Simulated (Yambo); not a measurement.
Yambo run on a free-standing AlClO monolayer (symmetry Pmmn, slab cell 19.0 Å high). The wavefunctions come from this Quantum ESPRESSO step (PBEsol, PseudoDojo standard norm-conserving files, scalar-relativistic):

```
&CONTROL
  calculation = 'nscf'
  pseudo_dir = './pseudo'
  outdir = './out'
/
&SYSTEM
  ibrav = 0
  nat = 6
  ntyp = 3
  ecutwfc = 84.0
  ecutrho = 336.0
  occupations = 'fixed'
  force_symmorphic = .true.
  nbnd = 143
  assume_isolated = '2D'
/
&ELECTRONS
  conv_thr = 6.000000000000001e-09
  diago_full_acc = .true.
  diago_thr_init = 1e-08
/
ATOMIC_SPECIES
O 15.9990 O.upf
Al 26.9815 Al.upf
Cl 35.4500 Cl.upf
CELL_PARAMETERS angstrom
  3.135294772000   0.000000000000   0.000000000000
  0.000000000000   3.636024101000   0.000000000000
  0.000000000000   0.000000000000  19.000000000000
ATOMIC_POSITIONS crystal
O   0.000000000000   0.000000000000  -0.020302305600
O   0.500000000000   0.500000000000   0.020302305600
Al   0.000000000000   0.500000000000  -0.043223846200
Al   0.500000000000   0.000000000000   0.043223846200
Cl   0.500000000000   0.500000000000  -0.131496089200
Cl   0.000000000000   0.000000000000   0.131496089200
K_POINTS automatic
6 4 1 0 0 0
```

Yambo input:

```
rim_cut
gw0
dyson
el_el_corr
HF_and_locXC
ppa
em1d
rim_w
RandQpts= 1000000
RandGvec= 2 Ry
CUTGeo= "slab z"
EXXRLvcs= 84 Ry
VXCRLvcs= 336 Ry
Chimod= "HARTREE"
% BndsRnXp
 1 | 142 |
%
NGsBlkXp= 7 Ry
% LongDrXp
 1.0 | 1.0 | 0.0 |
%
RandGvecW= 794 mRy
PPAPntXp= 27.2114 eV
% GbndRnge
 1 | 142 |
%
GTermKind= "BG"
DysSolver= "n"
ExtendOut
% QPkrange
 1 | 1 | 16 | 17 |
 3 | 3 | 16 | 17 |
 10 | 10 | 16 | 17 |
 12 | 12 | 16 | 17 |
%
```

k points by index: 1 = Γ, 3 = (0, -0.5), 10 = (-0.5, 0), 12 = (-0.5, -0.5).

Resulting energies as the program prints them:

```
#    K-point    Band    Eo [eV]    E [eV]    E-Eo [eV]    Vxc [eV]    Vnlxc [eV]    Sc|Eo [eV]    Sc|E [eV]    dSc/dw|Eo [eV]    Re(Z)    Im(Z)
#
    1    16    -0.221607    -2.219189    -1.997582    -14.96213    -19.11364    1.741180    2.153925    -5.622186    0.828765    -0.001172
    1    17    5.957221    7.351382    1.394160    -10.91964    -6.432332    -2.874581    -3.093143    -4.265645    0.864483    -0.931469E-3
    3    16    -0.206532    -2.210320    -2.003788    -14.90700    -19.03668    1.712198    2.125884    -5.617553    0.828882    -0.001170
    3    17    7.825815    9.533781    1.707965    -10.75018    -5.609441    -3.149421    -3.432770    -4.514325    0.857708    -0.598635E-4
    10    16    0.000000    -2.157759    -2.157759    -14.56132    -19.11164    1.932434    2.392559    -5.802298    0.824244    -0.001251
    10    17    6.881383    8.666410    1.785026    -11.32703    -6.450740    -2.790791    -3.091265    -4.580253    0.855928    -0.001022
    12    16    -0.778818    -2.693141    -1.914323    -16.53857    -21.66896    2.793519    3.216060    -6.005890    0.819192    -0.001199
    12    17    7.249512    9.096777    1.847265    -11.15077    -6.040831    -2.947148    -3.262670    -4.647531    0.854120    -0.001222
```
(The two width columns are left out.) Convergence of these settings isn't established.

Geometry relaxed with PBEsol.

This is a model layer cut from the bulk structure; whether it is stable on its own was not checked.
